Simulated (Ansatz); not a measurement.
CuI (zinc blende, F-43m), the program Ansatz at the LDA level (PAW). The conduction-band minimum lies at Γ, with 1 equivalent valley. Second derivatives d²E/dk² of the lowest band at one valley (eV·Å²), along Cartesian directions:

```tsv
direction	d²E/dk²
[100]	55.45
[010]	55.45
[001]	55.45
[110]	55.39
[101]	55.39
[011]	55.39
```

### Question
Find the principal effective masses, the density-of-states mass and the conductivity mass.

### Answer
Off-diagonal terms follow from H_xy = H[110] − (H_xx + H_yy)/2, and m*/mₑ = 7.620 eV·Å² over each eigenvalue: 0.14, 0.14, 0.14. One valley's DOS mass (m₁m₂m₃)^(1/3) = 0.14, conductivity mass 3/(Σ 1/mᵢ) = 0.14 mₑ.

### Question
What effective density of states Nc follows at 300 K for parabolic valleys?

### Answer
Nc = 2.509e19 × 1 × (0.14)^(3/2) ≈ 1.3e18 cm⁻³.

### Question
With the computed static dielectric constant 7.70 (mean of the diagonal), estimate a hydrogenic donor's binding energy and radius.

### Answer
E = 13.606 eV × 0.14/7.70² ≈ 32 meV; a = 0.529 Å × ε/m* ≈ 29 Å. Semilocal masses tend to be too small when the gap is underestimated.

### Question
With ε∞ = 6.82 and ω_LO = 165 cm⁻¹, what Fröhlich coupling constant follows?

### Answer
α = (1/ε∞ − 1/ε0) √(m* × 13.606 eV/ħω_LO) = 0.16.

Symmetry was held in the LDA relaxation. The run is not spin-polarised. Spin–orbit coupling is left out wherever it is not named.

Potentials: the earlier of the program's two PAW sets. The files were generated under PBE; for other functionals the program regenerates the frozen cores, and for LDA and PBEsol the local potential too.
